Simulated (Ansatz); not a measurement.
BaTiO₃ (tetragonal-perovskite type, space group P4mm)

```
CELL_PARAMETERS angstrom
      3.98546     0.00000     0.00000
      0.00000     3.98546     0.00000
      0.00000     0.00000     4.20133
ATOMIC_POSITIONS crystal
  Ti 0.50000 0.50000 0.45767
  Ba 0.00000 0.00000 0.94044
  O  0.50000 0.50000 0.88899
  O  0.50000 0.00000 0.40945
  O  0.00000 0.50000 0.40945
```

The slice is a (010) plane (indices of the conventional cell) through the point (0.000, 0.500, 0.409) (fractional), spanned by u = [100] and v = [001] in vectors of this cell: u (3.99 Å) and v (4.20 Å, at 90° to u). It covers one period; positions are fractions (u, v).

All values below come from PBE (plane waves to 420 eV, PAW, scalar-relativistic; Ansatz, a program for electronic structure). k mesh 8×8×8. Near the nuclei the fields are pseudised (PAW); where an atom keeps semicore shells as valence, they peak there. BaTiO3 is run without spin polarisation. BaTiO3 was relaxed with its symmetry unable to fall.

Three fields on this plane, each scaled to ten steps between its own extremes (0 low, 9 high; the total valence density on a logarithmic scale, the potential cut 8 eV below its top; x marks points blanked near nuclei; v = 0 in the bottom row):

Map A
```
|xxxx200xxxxxx002xxx|
|xxxx4000xxxx0004xxx|
|xxx76300000000367xx|
|8889863100001368988|
|9999986543345689999|
|9999998766667899999|
|88999997xxxx7999998|
|8889998xxxxxx899988|
|778998xxxxxxxx89987|
|778998xxxxxxxx89987|
|888998xxxxxxxx89988|
|8889985xxxxxx589988|
|9999986xxxxxx689999|
|999987410xx01478999|
|9998740000000047899|
|89875100xxxx0015789|
|xxx6300xxxxxx0036xx|
|xxxx10xxxxxxxx01xxx|
|xxxx00xxxxxxxx00xxx|
|xxxx00xxxxxxxx00xxx|
```

Map B
```
|xxxx723xxxxxx327xxx|
|xxxx7114xxxx4117xxx|
|xxx95101355310159xx|
|9986310000000013689|
|6652100112211001256|
|2210012578875210012|
|00000269xxxx9620000|
|0000159xxxxxx951000|
|000037xxxxxxxx73000|
|000148xxxxxxxx84100|
|000148xxxxxxxx84100|
|0000379xxxxxx973000|
|0000158xxxxxx851000|
|221012466xx66421012|
|6642101123321101246|
|99852013xxxx3102589|
|xxx8313xxxxxx3138xx|
|xxxx41xxxxxxxx14xxx|
|xxxx62xxxxxxxx26xxx|
|xxxx62xxxxxxxx26xxx|
```

Map C
```
|xxxx879xxxxxx978xxx|
|xxxx7669xxxx9667xxx|
|xxx76556899865567xx|
|8775433456654334577|
|5544333455554333445|
|3322234567765432223|
|11112457xxxx7542111|
|0011357xxxxxx753110|
|000246xxxxxxxx64200|
|001246xxxxxxxx64210|
|001246xxxxxxxx64210|
|0012468xxxxxx864210|
|1112357xxxxxx753211|
|333334689xx98643333|
|5554446799997644455|
|87765569xxxx9655677|
|xxx8668xxxxxx8668xx|
|xxxx87xxxxxxxx78xxx|
|xxxx88xxxxxxxx88xxx|
|xxxx98xxxxxxxx89xxx|
```

Problem. Assign the maps to these fields: electron localisation function (ELF); valence electron density; electrostatic potential energy of an electron, from the cell's mean.

Solution. A is the electrostatic potential energy of an electron, from the cell's mean; B is the electron localisation function (ELF); C is the valence electron density.
